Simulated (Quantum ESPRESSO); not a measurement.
Ti4InOs2Mo, input and log of a self-consistent run

A calculation, not a measurement. The program is pw.x of Quantum ESPRESSO 7.5 (plane-wave density functional theory). The cell is made up: eight metal atoms on a face-centred cubic lattice, with elements, volume, strain and displacements drawn at random and not relaxed, so it may be unstable or far from any real phase. PseudoDojo standard norm-conserving files set the functional (PBE unless stated); there is no spin polarisation or spin-orbit coupling, the Fermi-Dirac width of 0.25 eV means electrons at about 2900 K, and the masses in the input are unused placeholders. Heavy elements are run without spin-orbit coupling, which real alloys of them have. A spin test at this wide smearing found no moment, but such smearing suppresses magnetism that the real alloy may have.

Input:

```
&control calculation='scf', pseudo_dir='./dojo.nc.sr.pbe.v0_5.standard.upf', outdir='./o', disk_io='minimal', tprnfor=.true., tstress=.true. /
&system ibrav=0, nat=8, ntyp=4, nbnd=71, ecutwfc=84.00895049, nosym=.true., tot_charge=0,
 occupations='smearing', smearing='fd', degauss=0.0183746611
/
&electrons conv_thr=1.470e-08, electron_maxstep=70, mixing_beta=0.5 /
ATOMIC_SPECIES
In 1.0 In.upf
Mo 1.0 Mo.upf
Os 1.0 Os.upf
Ti 1.0 Ti.upf
CELL_PARAMETERS angstrom
0.0 2.0349 2.0349
-4.0698 0.0 0.0
0.0 -8.1395 8.1395
ATOMIC_POSITIONS angstrom
Ti 0.0004 0.0139 0.0033
In 0.0163 -2.0273 1.9748
Os -0.0189 -4.085 4.0389
Ti -0.0157 -6.0458 6.1359
Ti -2.01 0.06 2.0679
Ti -2.0568 -1.9856 4.1428
Mo -1.9684 -4.1214 6.1531
Os -2.0354 -6.1484 8.0992
K_POINTS automatic
8 6 2 1 1 1
```

The log is shortened where brackets say so; the opening notice, blank lines, dates and the lines on written files are dropped, and the path of the files is cut. It prints rydbergs, bohrs and kilobars, and counts compression as positive stress. Its total energy is the free energy E - TS of the whole cell.

```
     Program PWSCF v.7.5
     Parallel version (MPI & OpenMP), running on       4 processor cores
     Number of MPI processes:                 4
     Threads/MPI process:                     1
     [start-up lines left out]
     bravais-lattice index     =            0
     lattice parameter (alat)  =       5.4382  a.u.
     unit-cell volume          =     909.7885 (a.u.)^3
     number of atoms/cell      =            8
     number of atomic types    =            4
     number of electrons       =       107.00
     number of Kohn-Sham states=           71
     kinetic-energy cutoff     =      84.0090  Ry
     charge density cutoff     =     336.0358  Ry
     scf convergence threshold =      1.5E-08
     mixing beta               =       0.5000
     number of iterations used =            8  plain     mixing
     Exchange-correlation= PBE
                           (   1   4   3   4   0   0   0)
     [axes and pseudopotential details left out]
   Cartesian axes
     site n.     atom                  positions (alat units)
         1        Ti     tau(   1) = (   0.0001390   0.0048301   0.0011467  )
         2        In     tau(   2) = (   0.0056641  -0.7044659   0.6862227  )
         3        Os     tau(   3) = (  -0.0065676  -1.4194954   1.4034761  )
         4        Ti     tau(   4) = (  -0.0054556  -2.1008532   2.1321620  )
         5        Ti     tau(   5) = (  -0.6984543   0.0208494   0.7185739  )
         6        Ti     tau(   6) = (  -0.7147168  -0.6899755   1.4395803  )
         7        Mo     tau(   7) = (  -0.6839987  -1.4321440   2.1381388  )
         8        Os     tau(   8) = (  -0.7072805  -2.1365056   2.8143885  )
     number of k points=    48  Fermi-Dirac smearing, width (Ry)=  0.0184
                       cart. coord. in units 2pi/alat
        k(    1) = (  -0.0589256  -0.0000005   0.0883889), wk =   0.0416667
        k(    2) = (  -0.0589256   0.0883889  -0.0000005), wk =   0.0416667
     [further k points left out]
     Dense  grid:    94609 G-vectors     FFT dimensions: (  32,  45, 128)
     Estimated max dynamical RAM per process >     324.82 MB
     Estimated total dynamical RAM >       1.20 GB
     Initial potential from superposition of free atoms
     starting charge     106.9879, renormalised to     107.0000
     Starting wfcs are   79 randomized atomic wfcs
     total cpu time spent up to now is        5.5 secs
     per-process dynamical memory:   249.0 Mb
     Self-consistent Calculation
     iteration #  1     ecut=    84.01 Ry     beta= 0.50
     Davidson diagonalization with overlap
     ethr =  1.00E-02,  avg # of iterations =  2.3
     total cpu time spent up to now is       17.3 secs
     total energy              =   -1150.47709924 Ry
     estimated scf accuracy    <       3.97729345 Ry
     iteration #  2     ecut=    84.01 Ry     beta= 0.50
     Davidson diagonalization with overlap
     ethr =  3.72E-03,  avg # of iterations =  5.8
     total cpu time spent up to now is       38.3 secs
     total energy              =   -1146.06571374 Ry
     estimated scf accuracy    <     249.52208255 Ry
     iteration #  3     ecut=    84.01 Ry     beta= 0.50
     Davidson diagonalization with overlap
     ethr =  3.72E-03,  avg # of iterations =  7.8
     total cpu time spent up to now is       58.7 secs
     total energy              =   -1152.30489413 Ry
     estimated scf accuracy    <      15.79275867 Ry
     iteration #  4     ecut=    84.01 Ry     beta= 0.50
     Davidson diagonalization with overlap
     ethr =  3.72E-03,  avg # of iterations =  2.2
     total cpu time spent up to now is       71.5 secs
     total energy              =   -1152.62973500 Ry
     estimated scf accuracy    <      16.82630755 Ry
     iteration #  5     ecut=    84.01 Ry     beta= 0.50
     Davidson diagonalization with overlap
     ethr =  3.72E-03,  avg # of iterations =  1.4
     total cpu time spent up to now is       83.2 secs
     total energy              =   -1153.04633836 Ry
     estimated scf accuracy    <       1.01126184 Ry
     [iterations 6 to 19 left out]
     iteration # 20     ecut=    84.01 Ry     beta= 0.50
     Davidson diagonalization with overlap
     ethr =  2.39E-10,  avg # of iterations =  2.0
     total cpu time spent up to now is      301.6 secs
     total energy              =   -1153.13045660 Ry
     estimated scf accuracy    <       0.00000003 Ry
     iteration # 21     ecut=    84.01 Ry     beta= 0.50
     Davidson diagonalization with overlap
     ethr =  2.58E-11,  avg # of iterations =  4.5
     total cpu time spent up to now is      317.1 secs
     total energy              =   -1153.13045660 Ry
     estimated scf accuracy    <       0.00000001 Ry
     iteration # 22     ecut=    84.01 Ry     beta= 0.50
     Davidson diagonalization with overlap
     ethr =  1.40E-11,  avg # of iterations =  4.1
     total cpu time spent up to now is      331.1 secs
     total energy              =   -1153.13045660 Ry
     estimated scf accuracy    <       0.00000004 Ry
     iteration # 23     ecut=    84.01 Ry     beta= 0.50
     Davidson diagonalization with overlap
     ethr =  1.40E-11,  avg # of iterations =  2.2
     total cpu time spent up to now is      343.9 secs
     total energy              =   -1153.13045660 Ry
     estimated scf accuracy    <       0.00000006 Ry
     iteration # 24     ecut=    84.01 Ry     beta= 0.50
     Davidson diagonalization with overlap
     ethr =  1.40E-11,  avg # of iterations =  1.0
     total cpu time spent up to now is      355.8 secs
     End of self-consistent calculation
     [lines on levels left out]
!    total energy              =   -1153.13045659 Ry
     estimated scf accuracy    <       0.00000001 Ry
     smearing contrib. (-TS)   =      -0.15672497 Ry
     internal energy E=F+TS    =   -1152.97373162 Ry
     The total energy is F=E-TS. E is the sum of the following terms:
     one-electron contribution =    -282.65438848 Ry
     hartree contribution      =     197.10880455 Ry
     xc contribution           =    -212.98335915 Ry
     ewald contribution        =    -854.44478855 Ry
     convergence has been achieved in  24 iterations
     Forces acting on atoms (cartesian axes, Ry/au):
     atom    1 type  4   force =     0.00233016    0.04603878   -0.04322857
     atom    2 type  1   force =    -0.00511481   -0.00055356    0.03126155
     atom    3 type  3   force =     0.00495094   -0.01770108    0.01896742
     atom    4 type  4   force =     0.01021983   -0.02010696    0.01053678
     atom    5 type  4   force =    -0.00530579    0.01638478   -0.03416938
     atom    6 type  4   force =     0.00932990   -0.06103996    0.04489714
     atom    7 type  2   force =    -0.01482975    0.03672367   -0.03235819
     atom    8 type  3   force =    -0.00158047    0.00025434    0.00409326
     Total force =     0.127446     Total SCF correction =     0.000843
     Computing stress (Cartesian axis) and pressure
          total   stress  (Ry/bohr**3)                   (kbar)     P=      -41.40
  -0.00047202  -0.00001647   0.00001307          -69.44       -2.42        1.92
  -0.00001647  -0.00016896   0.00016819           -2.42      -24.86       24.74
   0.00001307   0.00016819  -0.00020337            1.92       24.74      -29.92
     init_run     :      5.02s CPU      5.22s WALL (       1 calls)
     electrons    :    343.52s CPU    350.37s WALL (       1 calls)
     forces       :      1.83s CPU      1.85s WALL (       1 calls)
     stress       :      5.81s CPU      5.81s WALL (       1 calls)
     [timing details left out]
     PWSCF        :   5m56.42s CPU   6m 3.56s WALL
     JOB DONE.
```

In other units: free energy -15689.139 eV for the cell, pressure -4.14 GPa, largest force component 1.569 eV/Å in size. The run took 365 s of wall time with four MPI processes on a shared machine (Intel Xeon, 2023 or later, virtual cores), so the time is rough. A rerun of this cell at a higher cutoff and on a denser mesh moved values by no more than 0.003 eV in energy, 0.04 GPa in stress and 0.004 eV/Å in force, and a second program with other atomic files agreed on that cell to 2 % rms in force and 0.5 GPa in pressure.